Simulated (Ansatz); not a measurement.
A plane-wave run on NaYbF2

input.yaml (Ansatz 0.2.0)

```yaml
crystal:
  lattice:
    - [0.0, 4.605627, 0.0]
    - [4.605627, 0.0, 0.0]
    - [2.302814, 2.302814, -5.197401]
  atoms:
    - { symbol: F, position: [0.219, 0.219, 0.562] }
    - { symbol: F, position: [0.969, 0.469, 0.062] }
    - { symbol: F, position: [0.531, 0.031, 0.938] }
    - { symbol: F, position: [0.781, 0.781, 0.438] }
    - { symbol: Yb, position: [0.0, 0.0, 0.0] }
    - { symbol: Yb, position: [0.75, 0.25, 0.5] }
    - { symbol: Na, position: [0.5, 0.5, 0.0] }
    - { symbol: Na, position: [0.25, 0.75, 0.5] }
kpoints:
  mp_grid: { grid: [4, 4, 4], shift: [0.0, 0.0, 0.5] }
  band_path:
    path:
      - [0.0, 0.0, 0.0]
      - [0.5, 0.5, 0.5]
      - [0.5, 0.5, 0.25]
      - [0.0, 0.5, 0.0]
      - [0.0, 0.0, 0.0]
      - [0.0, 0.0, -0.5]
      - [0.0, 0.4018444, -0.2990778]
    npoints: 8
magnetization:
  spin_polarized: false
scf:
  occupations: { method: fermi_dirac }
  lower_state_search: "off"
  max_iter: 200
hamiltonian:
  pseudopotentials: { kind: paw }
  xc: r2scan
basis:
  ecutwfc: 500
  fft_grid_basis: typed
output:
  forces: true
  stress: true
  eigenvalues: true
  bader: true
  populations: true
  elf: true
  write_potential: true
  volumetric_format: npy
  dos:
    e_range: [-12, 8]
    de: 0.05
    projected: { site_lists: { F: [F], Na: [Na], Yb: [Yb] } }
checkpoint:
  read: saved_state
```

The saved state is an earlier solution for the same cell, perhaps on another mesh. 

Output (shortened):

```
Yb: projections on atomic orbitals take those of the free atom [Kr 4d10] 4f14 5s2 5p6 5d0 6s2, of charge +0.00 (hamiltonian.pseudopotentials.projection_atoms); the dataset's partial waves leave at most 1.5e-4 of an orbital's norm unspanned inside its sphere
Pseudopotentials: kind: paw
Pseudopotential: F, paw, valence charge 7, recommended cutoff 500 eV (meta_gga), F.paw.azcp
Pseudopotential: Yb, paw, valence charge 24, recommended cutoff 500 eV (meta_gga), Yb.paw.azcp
Pseudopotential: Na, paw, valence charge 9, recommended cutoff 500 eV (meta_gga), Na.paw.azcp
Functional definition: r2SCAN
  exchange = r2scan_x(k0 = k0, k1 = k1, a1 = a1)
  correlation = r2scan_c
Crystal: 8 atoms, lattice volume = 110.246 Å³
Basis set: ecut = 500 eV, 2823 PW (Γ), exchange–correlation on 144×144×180 points (64 copies of the dense FFT grid, shifted against one another)
Bands: 57, of which v1, the nominal top of the filled ones, is band 47 counted from 1 (46 counted from 0)
Symmetry: 16 space group operations
Space group: I41/amd (ITA 141), of the structure as read, at distance tolerance 4.8e-5 Å
k-points: 11 of 64
Initial density: read from a saved state, or passed on in memory by an earlier SCF of this step, an earlier step, the calling program or the single point that the run made first
Functional: x = r2scan, c = r2scan; τ floored in thin density (d = 2e-4 eV/Å³)
SCF iter   1: F=-33836.0982 eV  Δρ=1.42e-3  dr2=6.22e-4  dr2_τ=1.31e-3
SCF iter   2: F=-33836.0984 eV  Δρ=7.88e-4  dr2=1.69e-4  dr2_τ=1.32e-4
SCF iter   3: F=-33836.0984 eV  Δρ=6.33e-4  dr2=2.43e-4  dr2_τ=6.01e-5
SCF iter   4: F=-33836.0987 eV  Δρ=1.55e-4  dr2=1.81e-5  dr2_τ=3.18e-6
SCF iter   5: F=-33836.0987 eV  Δρ=9.58e-5  dr2=3.06e-6  dr2_τ=1.56e-6
SCF iter   6: F=-33836.0987 eV  Δρ=1.98e-5  dr2=3.21e-7  dr2_τ=2.43e-8
SCF iter   7: F=-33836.0987 eV  Δρ=6.13e-6  dr2=2.75e-8  dr2_τ=1.24e-9
Free energy (F): -33836.0987 eV
Harris-Foulkes:  -33836.0987 eV  (|F-HF|=4.15e-8)
Internal energy: -33836.0224 eV  (E = F + TS)
E sigma→0 (E₀):  -33836.0605 eV
Entropy (-TS):   -0.0763 eV (-9.542 meV/atom)
Fermi energy:    13.6376 eV
--- Per-component energies (eV) ---
  E_band       = -327.4972
  E_kinetic    = 1801.4712
  E_local      = -16401.9801  (includes V_loc(G=0)·N_el)
  E_nonlocal   = 1636.1621
  E_hartree    = 6885.9305
  E_xc         = -717.4194
  E_vxc        = -1039.6297  (∫ρ·V_xc dr)
  E_paw        = -16088.4716  (= ΣΔE_a)
  E_vpaw       = -166.3878  (= ΣTr[D̂ρ^β])
  E_aug_tail   = 0.0041  (compensation charges beyond the density's cutoff)
  E_vtau       = 71.0145  (kinetic-family band-sum trace: ∫τ·v_τ [+ j·A + Jᵃ·Aᵃ] dr)
  E_ewald      = -10953.2393
  E_core_change = 1.5203  (= ΣΔE_core)
  E_smearing   = -0.0763  (= −TS)
--- Forces (eV/Å), atoms counted from 1 ---
  atom   1  F      0.0000     0.0000    -0.0811
  atom   2  F      0.0000     0.0000    -0.0811
  atom   3  F      0.0000     0.0000     0.0811
  atom   4  F      0.0000     0.0000     0.0811
  atom   5  Yb     0.0000     0.0000     0.0000
  atom   6  Yb     0.0000     0.0000     0.0000
  atom   7  Na     0.0000     0.0000     0.0000
  atom   8  Na     0.0000     0.0000     0.0000
--- Stress (GPa, compression-positive) ---
       15.5951       0.0000       0.0000
        0.0000      15.5951       0.0000
        0.0000       0.0000      21.6765
  P = ⅓ Tr σ = 17.6222 GPa (176.222 kbar)
--- Löwdin populations: 8 sites ---
  site symbol       q [e]
     0      F      7.4532
     1      F      7.4532
     2      F      7.4532
     3      F      7.4532
     4     Yb     23.5845
     5     Yb     23.5845
     6     Na      8.4251
     7     Na      8.4251
  spilling = 0.0018 (of n_electrons = 94.0000)
--- Bader charges: 8 sites ---
  site symbol  charge [e]  shift [e]
     0      F     -1.0871     0.0000
     1      F     -1.0871     0.0000
     2      F     -1.0871     0.0000
     3      F     -1.0871     0.0000
     4     Yb      1.4697     0.0004
     5     Yb      1.4697     0.0004
     6     Na      0.7045     0.0004
     7     Na      0.7045     0.0004
```

Origin: a known structure type with other elements, at an estimated volume, so it need not be a known compound. Caveats: no spin polarisation, so a magnetic state may lie lower; the k mesh is coarse if the cell is a metal; atoms or cell far from equilibrium; f levels without a U or exact exchange are poorly placed.
